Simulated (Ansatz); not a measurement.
Relaxed candidate structures of CoPdO$_{2}$:

**A**
```cif
data_Co2O4Pd2
_chemical_formula_sum 'Co2 O4 Pd2'
_space_group_name_H-M_alt 'P 1'
_space_group_IT_number 1
_cell_length_a 5.79924
_cell_length_b 5.79924
_cell_length_c 5.79925
_cell_angle_alpha 55.348
_cell_angle_beta 55.348
_cell_angle_gamma 55.348
loop_
_space_group_symop_operation_xyz
  'x, y, z'
loop_
_atom_site_label
_atom_site_type_symbol
_atom_site_fract_x
_atom_site_fract_y
_atom_site_fract_z
_atom_site_occupancy
Co1 Co 0.33360 0.33360 0.33360 1
Co2 Co 0.74226 0.74226 0.74226 1
O1 O 0.42178 0.05184 0.66922 1
O2 O 0.66922 0.42178 0.05184 1
O3 O 0.05184 0.66922 0.42178 1
O4 O 0.21839 0.21839 0.21839 1
Pd1 Pd 0.90742 0.90742 0.90742 1
Pd2 Pd 0.08383 0.08383 0.08383 1
```
Spin order: antiferromagnetic.

**B**
```
CELL_PARAMETERS angstrom
     -2.04241     2.04241     5.16885
      2.04241    -2.04241     5.16885
      2.04241     2.04241    -5.16885
ATOMIC_POSITIONS crystal
  Co 0.50000 0.50000 0.00000
  Co 0.25000 0.75000 0.50000
  O  0.37500 0.40640 0.53140
  O  0.87500 0.84360 0.46860
  O  0.15640 0.12500 0.53140
  O  0.59360 0.62500 0.46860
  Pd 0.00000 0.00000 0.00000
  Pd 0.75000 0.25000 0.50000
```
Spin order: ferromagnetic.

**C**
```
CELL_PARAMETERS angstrom
      4.93438     0.00000     0.00000
     -2.40360     4.43594     0.00000
     -0.21389    -2.66055     4.45380
ATOMIC_POSITIONS crystal
  Co 0.01383 0.62408 0.32499
  Co 0.10553 0.39039 0.68397
  O  0.91405 0.60034 0.65153
  O  0.28741 0.61263 0.08455
  O  0.21055 0.08733 0.48074
  O  0.64582 0.25611 0.03640
  Pd 0.73001 0.88996 0.82259
  Pd 0.30906 0.31925 0.23645
```
Spin order: antiferromagnetic.

Put the candidates in order of energy per atom, lowest first, for PBEsol (plane waves to 420 eV, PAW, scalar-relativistic; Ansatz, a program for electronic structure).

B (reference), C (+0.19 eV/atom), A (+0.49 eV/atom)

The lowest structure calculated, R-3m, hR4, non-magnetic, is not among these; it lies 0.28 eV/atom below the lowest of them. Probably no minimum, since a slightly shaken restart fell lower: R3, hR8, antiferromagnetic in a cell of 8 atoms (by 0.31 eV/atom, to P1). 4 runs with a doubtful electronic state, a coarser numerical grid, an end not at rest or a source that can't be used are left out. Each run could gain symmetry but not lose that of its start, so entries can be saddle points. All of these are generated cells (placed on structure types, drawn at random, substituted or restacked) that were not matched to a known phase here. Each structure is listed in the lowest spin state found for it. Static energies at zero pressure. Each cell has its own k-point mesh; energy differences are given only to the digits this allows. Spin states reached: antiferromagnetic, ferromagnetic; spin orders were not searched systematically. The d or f electrons are treated with no Hubbard U. A magnetic insulating state can be missed without it.
